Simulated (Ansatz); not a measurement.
Property card for Ga

Ga:
```xyz
4
Lattice="3.8105 -2.3075 0.0000 3.8105 2.3075 0.0000 0.0000 0.0000 4.5547" Properties=species:S:1:pos:R:3 pbc="T T T"
Ga     5.0520    -1.5318     1.1387
Ga     2.5689     1.5318     3.4160
Ga     5.0520     1.5318     3.4160
Ga     2.5689    -1.5318     1.1387
```

Space group Cmcm (No. 63); conventional cell a = 7.621 Å, b = 4.615 Å, c = 4.555 Å, α = β = γ = 90.00°.

Method: DFT-r²SCAN in the program Ansatz with PAW potentials. Geometry: relaxed at this level of theory. Other levels are named where they apply.

Cell and energy:

```yaml
volume_per_atom: 20.02 Å³
density: 5.78 g/cm³
```

Electronic structure:

```yaml
electronic_character: metallic (no gap)
Density of states at the Fermi level: 0.13 states/eV per atom (mean over ±0.08 eV)
Gap with spin–orbit coupling: none (metallic)
```

Mechanics:

```yaml
Bulk modulus (Birch–Murnaghan fit): 54.8 GPa
Pressure derivative B′: 4.9
```

Phonons:

```yaml
highest_zone_centre_frequency: 247 cm^-1
zone_centre_stability: no imaginary mode at Γ
```

The first step of the workflow began from a Materials Project structure, measured or hypothetical; the Crystallography Open Database files this formula in space group No. 63, but the cells were not matched. It is not the phase usual at ambient conditions (space group No. 64). The r²SCAN relaxation kept the symmetry of its start. As this level gives no gap, phonon frequencies hold no LO–TO term and depend on the k-mesh and smearing (Fermi–Dirac, 0.1 eV here). Axis ratios of metals converge slowly with the k-mesh, so a and c are less sure than the volume. Spin–orbit coupling is left out wherever it is not named.

Potentials: the later of the program's two PAW sets.
